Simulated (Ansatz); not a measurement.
CsPbBr₃ (cubic perovskite)

```
CELL_PARAMETERS angstrom
      6.00308     0.00000     0.00000
      0.00000     6.00308     0.00000
      0.00000     0.00000     6.00308
ATOMIC_POSITIONS crystal
  Cs 0.00000 0.00000 0.00000
  Pb 0.50000 0.50000 0.50000
  Br 0.00000 0.50000 0.50000
  Br 0.50000 0.50000 0.00000
  Br 0.50000 0.00000 0.50000
```

The slice is a {100} plane (indices of the conventional cell) through the point (0.500, 0.500, 0.500) (fractional), spanned by u = [100] and v = [010] in vectors of this cell: u (6.00 Å) and v (6.00 Å, at 90° to u). It covers one period; positions are fractions (u, v).

Calculation: PBE (plane waves to 420 eV, PAW, scalar-relativistic; Ansatz, a first-principles code). k mesh 6×6×6. Near the nuclei the fields are pseudised (PAW); where an atom keeps semicore shells as valence, they peak there. CsPbBr3 was relaxed with its symmetry unable to fall. Spin-orbit coupling is left out, though Pb is heavy. This is a high-temperature form of CsPbBr3.

Three fields on this plane, each scaled to ten steps between its own extremes (0 low, 9 high; the total valence density on a logarithmic scale, the potential cut 8 eV below its top; x marks points blanked near nuclei; v = 0 in the bottom row):

Map A
```
|xxxxxx97532xxxxxxxxxxx23579xxxxx|
|xxxxx9975311xxxxxxxxx1135799xxxx|
|xxxxx9864210xxxxxxxxx0124689xxxx|
|xxxx997532100xxxxxxx001235799xxx|
|xx9998643100001xxx1000013468999x|
|99987643210000000000000123467899|
|87765432110000000000000112345677|
|55543321100000000000000011233455|
|33322111000000000000000001112233|
|22111000000000000000000000001112|
|xx10000000000000000000000000001x|
|xxxx0000000000000000000000000xxx|
|xxxxx00000000000000000000000xxxx|
|xxxxx10000000000000000000001xxxx|
|xxxxxx000000000000000000000xxxxx|
|xxxxxx000000000000000000000xxxxx|
|xxxxxx000000000000000000000xxxxx|
|xxxxx10000000000000000000001xxxx|
|xxxxx00000000000000000000000xxxx|
|xxxx0000000000000000000000000xxx|
|xx10000000000000000000000000001x|
|22111000000000000000000000001112|
|33322111000000000000000001112233|
|55543321100000000000000011233455|
|87765432110000000000000112345677|
|99987643210000000000000123467899|
|xx9998643100001xxx1000013468999x|
|xxxx997532100xxxxxxx001235799xxx|
|xxxxx9864210xxxxxxxxx0124689xxxx|
|xxxxx9975311xxxxxxxxx1135799xxxx|
|xxxxxx97532xxxxxxxxxxx23579xxxxx|
|xxxxxx98532xxxxxxxxxxx23589xxxxx|
```

Map B
```
|xxxxxx01442xxxxxxxxxxx24410xxxxx|
|xxxxx0024530xxxxxxxxx0354200xxxx|
|xxxxx0035652xxxxxxxxx2565300xxxx|
|xxxx002467641xxxxxxx146764200xxx|
|xx0001467776530xxx0356777641000x|
|00002457888876544456788887542000|
|11234678899998877788999988764321|
|44456788999999999999999998876544|
|44567789999999999999999999877654|
|22356789999999999999999999876532|
|xx02468999999999999999999986420x|
|xxxx1579999999999999999999751xxx|
|xxxxx36899999999999999999863xxxx|
|xxxxx05899999999999999999850xxxx|
|xxxxxx479999999999999999974xxxxx|
|xxxxxx479999999999999999974xxxxx|
|xxxxxx479999999999999999974xxxxx|
|xxxxx05899999999999999999850xxxx|
|xxxxx36899999999999999999863xxxx|
|xxxx1579999999999999999999751xxx|
|xx02468999999999999999999986420x|
|22356789999999999999999999876532|
|44567789999999999999999999877654|
|44456788999999999999999998876544|
|11234678899998877788999988764321|
|00002457888876544456788887542000|
|xx0001467776530xxx0356777641000x|
|xxxx002467641xxxxxxx146764200xxx|
|xxxxx0035652xxxxxxxxx2565300xxxx|
|xxxxx0024530xxxxxxxxx0354200xxxx|
|xxxxxx01442xxxxxxxxxxx24410xxxxx|
|xxxxxx01442xxxxxxxxxxx24410xxxxx|
```

Map C
```
|xxxxxx32258xxxxxxxxxxx85223xxxxx|
|xxxxx4322479xxxxxxxxx9742234xxxx|
|xxxxx4312479xxxxxxxxx9742134xxxx|
|xxxx432113689xxxxxxx986311234xxx|
|xx4432111257999xxx9997521112344x|
|33332110013689999999863100112333|
|22211100002468889888642000011122|
|22221100000246777776420000011222|
|55443210000013556553100000123445|
|88776532000001233321000002356778|
|xx99876420000001110000002467899x|
|xxxx9986410000000000000146899xxx|
|xxxxx99863100000000000136899xxxx|
|xxxxx99875200000000000257899xxxx|
|xxxxxx987531000000000135789xxxxx|
|xxxxxx997631000000000136799xxxxx|
|xxxxxx987531000000000135789xxxxx|
|xxxxx99875200000000000257899xxxx|
|xxxxx99863100000000000136899xxxx|
|xxxx9986410000000000000146899xxx|
|xx99876420000001110000002467899x|
|88776532000001233321000002356778|
|55443210000013556553100000123445|
|22221100000246777776420000011222|
|22211100002468889888642000011122|
|33332110013689999999863100112333|
|xx4432111257999xxx9997521112344x|
|xxxx432113689xxxxxxx986311234xxx|
|xxxxx4312479xxxxxxxxx9742134xxxx|
|xxxxx4322479xxxxxxxxx9742234xxxx|
|xxxxxx32258xxxxxxxxxxx85223xxxxx|
|xxxxxx32258xxxxxxxxxxx85223xxxxx|
```

Task: Assign the maps to these fields: density of the lowest conduction band (whole band as if filled, smooth part); electron localisation function (ELF); electrostatic potential energy of an electron, from the cell's mean.

Result: A is the density of the lowest conduction band (whole band as if filled, smooth part); B is the electrostatic potential energy of an electron, from the cell's mean; C is the electron localisation function (ELF).
